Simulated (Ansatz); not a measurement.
SiC (zinc blende)

```yaml
crystal:
  lattice:
    - [0.00000, 2.17831, 2.17831]
    - [2.17831, 0.00000, 2.17831]
    - [2.17831, 2.17831, 0.00000]
  atoms:
    - { symbol: C, position: [0.75000, 0.75000, 0.75000] }
    - { symbol: Si, position: [0.00000, 0.00000, 0.00000] }
```

The slice is a {110} plane (indices of the conventional cell) through the point (0.750, 0.750, 0.750) (fractional), spanned by u = [100] and v = [1 -1 -1] in vectors of this cell: u (3.08 Å) and v (4.36 Å, at 90° to u). It covers one period; positions are fractions (u, v).

Calculation: r2SCAN (plane waves to 500 eV, PAW, scalar-relativistic; Ansatz, a first-principles code). k mesh 13×13×13. These are valence fields of a PAW run, semicore shells included where kept as valence: close to a nucleus they are smooth pseudo fields. SiC was relaxed with its symmetry unable to fall. The PAW data are Ansatz's earlier set.

Question: The ELF has a maximum in the middle third of the C–Si line. Where, and how high?

Answer: 0.93, 0.9 Å from C.

Question: What is the valence density on the shortest C–Si line in this plane (1.89 Å), at its midpoint?

Answer: 0.90 e/Å³.

Question: Sketch the electron localisation function (ELF) on this plane as a map.

Answer: 
```
|xxxx5588999988664444668899998855xx|
|xx55889999999966333366999999998855|
|7788999999998855222255889999999988|
|8888999999997744xxxx44779999999988|
|88888899997755xxxxxxxx557799998888|
|66777788775522xxxxxxxx225577887777|
|55555555442211xxxxxxxx112244555555|
|2222333322221111xxxx11112222333322|
|1111112222222222222222222222221111|
|0000001122223333333333332222110000|
|0000001111223333333333332211110000|
|0000000011112233333333221111000000|
|0000000000111111222211111100000000|
|0000000000000000111100000000000000|
|1100000000000000000000000000000000|
|2222110000000000000000000000001122|
|5544332211000000000000000011223344|
|6666554422110000000000001122445566|
|8877775544220000000000002244557777|
|8888776655331100000000113355667788|
|7777777766553311000011335566777777|
|xx44667777664422111122446677776644|
|xxxx4477777766442222446677777744xx|
|xxxxxx778888775533335577888877xxxx|
```
Scale: ten equal steps from 0.02 (start of '0') to 0.93 (end of '9'), in the order '0123456789'. Values: electron localisation function (ELF). The map has 17 points along u (two characters each, u = 0 at the left) and 24 along v (v = 0 in the bottom row). Points within 0.4 Å of a nucleus are blanked (x), as the pseudised field means little there.
